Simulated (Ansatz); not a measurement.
The start is a randomly generated symmetric cell of TiFe (space group No. 107). The cell and all atomic positions are relaxed at zero pressure with PBEsol (plane waves to 420 eV, PAW, scalar-relativistic; Ansatz, an electronic-structure program). The first steps use a coarse 13×13×13 k-mesh.

Starting cell:
```yaml
crystal:
  lattice:
    - [-1.74013, 1.74013, 2.27285]
    - [1.74013, -1.74013, 2.27285]
    - [1.74013, 1.74013, -2.27285]
  atoms:
    - { symbol: Fe, position: [0.32598, 0.32598, 0.00000] }
    - { symbol: Ti, position: [0.87069, 0.87069, 0.00000] }
```
Spin-polarised start, with parallel moments on Fe.

Task: Does the structure survive the relaxation? Give the final space group.

Result: The space group goes from I4mm (No. 107) to Fm-3m (No. 225); the end is rock salt type, with 2 atoms in the primitive magnetic cell.

Task: By how much does the energy per atom fall from start to end?

Result: 0.11 eV/atom.

Task: How do the shortest distances between atoms change?

Result: The closest pairs of elements (up to four, under 3.6 Å), start → end: Fe–Ti 2.07 → 2.40 Å; Fe–Fe 3.35 → 3.40 Å; Ti–Ti 3.35 → 3.40 Å.

Task: What band gap does the relaxed structure have at this level?

Result: Zero (metallic).

Task: What magnetic moments remain?

Result: Net 0.34 μB/atom, ferrimagnetic.

Task: What does it relax into? Give the structure.

Result: 
```cif
data_Fe4Ti4
_chemical_formula_sum 'Fe4 Ti4'
_space_group_name_H-M_alt 'Fm-3m'
_space_group_IT_number 225
_space_group_name_Hall '-F 4 2 3'
_cell_length_a 4.80826
_cell_length_b 4.80826
_cell_length_c 4.80826
_cell_angle_alpha 90.000
_cell_angle_beta 90.000
_cell_angle_gamma 90.000
loop_
_atom_site_label
_atom_site_type_symbol
_atom_site_symmetry_multiplicity
_atom_site_Wyckoff_symbol
_atom_site_fract_x
_atom_site_fract_y
_atom_site_fract_z
_atom_site_occupancy
Fe1 Fe 4 a 0.00000 0.00000 0.00000 1
Ti1 Ti 4 b 0.50000 0.50000 0.50000 1
```
(The calculation used a cell of 2 atoms; values per cell refer to that cell.)

Final values are on a 17×17×17 k-mesh of the relaxed cell. The start holds a very short contact (Fe–Ti 2.07 Å). Spin state reached: ferrimagnetic (net 0.34 μB/atom), from parallel starting moments; other spin orders were not run from this start.

The run could not lower the symmetry of its start; a shaken copy of this end point relaxes with PBEsol to Pm-3m (No. 221), 0.83 eV/atom lower.

The relaxed structure here is a generated cell of TiFe: the first start was made by a random draw of sites in a space group, and the end was not matched to a known phase here, so it may be hypothetical. Known forms of TiFe include space group No. 221.
